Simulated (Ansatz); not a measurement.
Ag (fcc (Cu type)), relaxed and computed with several functionals in Ansatz (plane waves, PAW).

```csv
functional,a (Å),B₀ by P(V) fit (GPa),K_Hill (GPa),G_Hill (GPa),Θ_D (K)
r²SCAN,4.104,102,103,27.6,212
PBEsol,4.053,118,119,33.7,233
LDA,4.002,138,138,39.2,249
r²SCAN+D4,4.084,108,109,29.7,219
PBE+D3(BJ),4.073,110,111,33.6,233
PBE,?,?,?,?,?
```

Q: Complete the blanks.

A: 
- PBE, a (Å): 4.148
- PBE, B₀ by P(V) fit (GPa): 90.1
- PBE, K_Hill (GPa): 91.1
- PBE, G_Hill (GPa): 28.6
- PBE, Θ_D (K): 216

All cells were relaxed under the symmetry of their starts (and spin orders); stability against distortions was not tested throughout. Rows with no word on spin ran without spin polarisation. Spin–orbit coupling is left out wherever it is not named.

Potentials: the later of the program's two PAW sets.

Ansatz (a first-principles code) is a plane-wave DFT program.
